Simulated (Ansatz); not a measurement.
Re:
```
Re
1.0
    2.75113     0.00000     0.00000
   -1.37557     2.38255     0.00000
    0.00000     0.00000     8.87490
Re
4
Cartesian
  0.00000   0.00000   0.00000
  0.00000   0.00000   4.43745
  0.00000   1.58837   2.21872
  1.37557   0.79418   6.65617
```

Relaxed with PBEsol. Special points in fractions of this cell's reciprocal vectors: Γ (0.000, 0.000, 0.000); M (0.500, 0.000, 0.000); K (0.333, 0.333, 0.000); A (0.000, 0.000, 0.500); L (0.500, 0.000, 0.500); H (0.333, 0.333, 0.500).

List the band energies nearest the Fermi level at these points for the program Ansatz at the PBEsol level (PAW).

In eV from the Fermi level; about four levels below and three above (degenerate sets whole), none deeper than 8.9 eV; points with the same levels are listed once.

| k | below | above |
|---|---|---|
| Γ | -1.27 -1.27 -1.14 -1.14 | 0.55 0.64 0.64 |
| M | -2.82 -2.12 -2.09 -0.82 | 0.30 0.30 1.17 |
| K | -2.25 -2.25 -2.22 -0.07 -0.07 | 1.67 1.67 3.04 |
| A | -1.49 -1.49 -1.49 -1.49 -1.10 -1.10 | 1.19 1.19 1.19 1.19 |
| L | -1.47 -1.47 -0.66 -0.66 | 0.30 0.30 2.76 2.76 |
| H | -2.26 -2.26 -0.04 -0.04 | 1.09 1.09 3.27 3.27 |

Space group P6_3/mmc (dhcp (α-La type)). The workflow started from a Materials Project entry (that database holds measured and hypothetical structures alike). Its sites differ from those of the usual phase in this space group: another stacking or structure type. Symmetry was held in the PBEsol relaxation; of distortions, only those at the zone centre were tested. No spin polarisation was allowed. Spin–orbit coupling is left out wherever it is not named.

Potentials: the later of the program's two PAW sets.
